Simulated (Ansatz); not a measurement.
**CdS with Se replacing S: gradients before and after relaxing the atoms**

Start: a supercell of CdS (wurtzite type, P6_3mc) built from an entry of the Crystallography Open Database (COD), with all atoms left at the host's positions.

```cif
data_Cd16SeS15
_symmetry_space_group_name_H-M 'P3m1'
_symmetry_Int_Tables_number 156
_cell_length_a 8.3000
_cell_length_b 8.3000
_cell_length_c 13.4740
_cell_angle_alpha 90.000
_cell_angle_beta 90.000
_cell_angle_gamma 120.000
loop_
_atom_site_label
_atom_site_type_symbol
_atom_site_symmetry_multiplicity
_atom_site_Wyckoff_symbol
_atom_site_fract_x
_atom_site_fract_y
_atom_site_fract_z
Cd1 Cd 1 a 0.0000 0.0000 0.0000
Cd2 Cd 1 a 0.0000 0.0000 0.5000
Cd3 Cd 3 d 0.0000 0.5000 0.0000
Cd4 Cd 3 d 0.0000 0.5000 0.5000
Cd9 Cd 3 d 0.1667 0.8333 0.2500
Cd10 Cd 3 d 0.1667 0.8333 0.7500
Cd15 Cd 1 c 0.6667 0.3333 0.2500
Cd16 Cd 1 c 0.6667 0.3333 0.7500
Se Se 1 a 0.0000 0.0000 0.1875
S18 S 1 a 0.0000 0.0000 0.6875
S19 S 3 d 0.0000 0.5000 0.1875
S20 S 3 d 0.0000 0.5000 0.6875
S25 S 3 d 0.1667 0.8333 0.4375
S26 S 3 d 0.1667 0.8333 0.9375
S31 S 1 c 0.6667 0.3333 0.4375
S32 S 1 c 0.6667 0.3333 0.9375
```

One atom of each set is listed.

Computed with Ansatz: DFT, PBE, plane waves and PAW, scalar-relativistic, 420 eV cutoff, Γ-centred 3×3×2 k-points, Fermi–Dirac smearing 0.01 eV.

The largest force at the start is 0.74 eV/Å. Relaxing the ions at fixed cell moves them by 0.112 Å at most (atom 1, Cd) and 0.034 Å rms.

```tsv
site	moved (Å)	first shell before	first shell after	V_zz before (10²¹ V/m²)	η before
Cd1	0.112	1 Se at 2.53 Å, 3 S at 2.54 Å	3 S at 2.53 Å, 1 Se at 2.63 Å	-1.75	0.00
Cd2	0.015	4 S at 2.53–2.54 Å	4 S at 2.53–2.54 Å	-0.38	0.00
Cd3	0.009	4 S at 2.53–2.54 Å	4 S at 2.53–2.54 Å	-0.36	0.03
Cd4	0.012	4 S at 2.53–2.54 Å	4 S at 2.53 Å	-0.36	0.01
Cd9	0.069	3 S at 2.53–2.54 Å, 1 Se at 2.54 Å	3 S at 2.52–2.53 Å, 1 Se at 2.61 Å	-1.26	0.35
Cd10	0.026	4 S at 2.53–2.54 Å	4 S at 2.53–2.54 Å	-0.38	0.02
Cd15	0.005	4 S at 2.53–2.54 Å	4 S at 2.53–2.54 Å	-0.38	0.00
Se	0.013	4 Cd at 2.53–2.54 Å	4 Cd at 2.61–2.63 Å	0.36	0.00
S25	0.035	4 Cd at 2.53–2.54 Å	4 Cd at 2.53 Å	0.12	0.27
S26	0.026	4 Cd at 2.53–2.54 Å	4 Cd at 2.53 Å	0.14	0.84
```

Question: How do the gradients change?

Answer: 

```json
{"site": "Cd1", "V_zz after": "1.76", "η after": "0.00", "change of V_zz": "+3.51"}
{"site": "Cd2", "V_zz after": "0.57", "η after": "0.00", "change of V_zz": "+0.95"}
{"site": "Cd3", "V_zz after": "-0.33", "η after": "0.88", "change of V_zz": "–"}
{"site": "Cd4", "V_zz after": "-0.16", "η after": "0.22", "change of V_zz": "–"}
{"site": "Cd9", "V_zz after": "0.90", "η after": "0.63", "change of V_zz": "+2.16"}
{"site": "Cd10", "V_zz after": "0.38", "η after": "0.88", "change of V_zz": "+0.76"}
{"site": "Cd15", "V_zz after": "0.28", "η after": "0.00", "change of V_zz": "+0.66"}
{"site": "Se", "V_zz after": "0.78", "η after": "0.00", "change of V_zz": "+0.42"}
{"site": "S25", "V_zz after": "-0.43", "η after": "0.41", "change of V_zz": "–"}
{"site": "S26", "V_zz after": "-0.55", "η after": "0.88", "change of V_zz": "–"}
```

The largest change of V_zz along a kept axis is on Cd1, from -1.75 to 1.76. Where |V_zz| stays above 0.1 and the axes keep their order, η moves most on Cd10, from 0.02 to 0.88. V_zz changes sign on Cd1 (same axis), Cd9 (same axis), Cd15 (same axis), Cd10 (axis turned by 33°), Cd2 (same axis), S18 (same axis), S20 (axis turned by 21°), S32 (same axis) (not all in the table). On Cd4, Cd3, S26, S25 the largest principal value lies along another axis in the second run, so the two V_zz can't be compared directly. The table leaves out 6 of the 16 sites, with |V_zz| up to 0.94; their tensors move by 0.64 at most along any direction. The statements above cover all sites. The host's own positions weren't relaxed first, so part of the change far from the defect can be the host's relaxation.

The defect repeats with the cell of 32 atoms, so it feels its images: sites between two images don't show the values beside a lone defect, and zeros or small values of η there can come from the images' arrangement. Cd and S carry a gradient in the pure host already, so the values there aren't the defect's effect alone. Without spin–orbit coupling (the program notes it for Cd) the gradients can shift somewhat, as the gap is small.
Before: The neighbours have not yet relaxed around the defect (largest force 0.74 eV/Å), so a real crystal will differ.
After: The relaxation keeps the site symmetry 3m of the start, so the impurity can move only along its axis; a start off the site could end lower.
